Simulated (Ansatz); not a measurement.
Consider the following.

MgS (rock salt)

```
CELL_PARAMETERS angstrom
      0.00000     2.60256     2.60256
      2.60256     0.00000     2.60256
      2.60256     2.60256     0.00000
ATOMIC_POSITIONS crystal
  S  0.00000 0.00000 0.00000
  Mg 0.50000 0.50000 0.50000
```

Scan: atom 2 (Mg, nearest neighbour S at 2.603 Å; its periodic images, 3.7 Å or more away, move with it) is displaced along Cartesian z, direction (0.000, 0.000, 1.000) in Cartesian axes, by s. The other atoms stay.

Computed with r2SCAN (plane waves to 500 eV, PAW, scalar-relativistic; Ansatz, a first-principles code). k mesh 9×9×9 (Γ-centred), Fermi-Dirac smearing 0.05 eV. The energy includes the smearing's −TS. Left out: 2 of 11 points, with atoms too close for the PAW data. MgS was relaxed with its symmetry unable to fall. The PAW data are Ansatz's earlier set. The zero of ΔE is the undisplaced structure.

The scan covers s from -0.624 to 0.624 Å in 9 points.

Is this a single well or a double well?

A single well with its minimum at or next to zero displacement.

Is the energy the same for equal positive and negative displacements?

Even: the same for both signs. With its periodic images moving along, the atom's site symmetry in this cell is m-3m.

What is the energy change at s = 0.624 Å?

1286 meV/cell.

What force acts on the atom along the line at s = -0.624 Å?

6.73 eV/Å.

(A displaced cell: forces are minus the slopes of the energy, force constants its curvatures, and phonons follow from these.)
